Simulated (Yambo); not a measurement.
# Convergence of the G0W0 gap of AgI

G0W0@PBEsol for AgI (zinc blende, space group F-43m, No. 216) in Yambo. Reference settings: 4×4×4 Γ-centred k mesh, bands 5 to 129 and a 8 Ry block in the screening, 129 bands in G with the Bruneval-Gonze terminator, plasmon pole fitted at 27.2 eV. The PBEsol gap Γ → Γ on this mesh is 1.20 eV; G0W0 gaps are taken between the same points.

```tsv
change from the reference	G0W0 gap Γ → Γ (eV)	shift of the valence edge (eV)	rough Yambo cost
reference settings	2.38	-0.84	1
71 bands in W, 71 bands in G	2.40	-0.74	within a factor of two
98 bands in W, 98 bands in G	2.38	-0.80	within a factor of two
exchange cut at 20 Ry	1.90	-0.28	–
exchange cut at 40 Ry	2.30	-0.76	–
46 bands in W, 46 bands in G, 3 Ry block	2.42	-0.57	about 1/4
71 bands in W, 71 bands in G, 5 Ry block	2.35	-0.67	about 1/2
98 bands in W, 98 bands in G, 6 Ry block	2.36	-0.77	within a factor of two
2 Ry block	2.34	-0.67	within a factor of two
3 Ry block	2.29	-0.70	within a factor of two
2×2×2 mesh	2.12	-0.65	about 1/10
46 bands in W, 46 bands in G, no terminator	2.36	-0.36	about 1/3
71 bands in W, 71 bands in G, no terminator	2.29	-0.52	within a factor of two
98 bands in W, 98 bands in G, 3 Ry block, no terminator	2.24	-0.57	within a factor of two
3 Ry block, no terminator	2.25	-0.63	within a factor of two
```

The reference isn't shown to be the converged limit. Costs are rough (shared machines), scaled to the same edge states, and given only for runs that recompute the screening.

Without spin-orbit coupling, band edges of such heavy elements can be off by tenths of an eV.

Geometry relaxed with PBEsol; primitive cell a = 4.558 Å, b = 4.558 Å, c = 4.558 Å, α = 60.00°, β = 60.00°, γ = 60.00°.

A shift is the quasiparticle energy of the state minus its PBEsol energy.
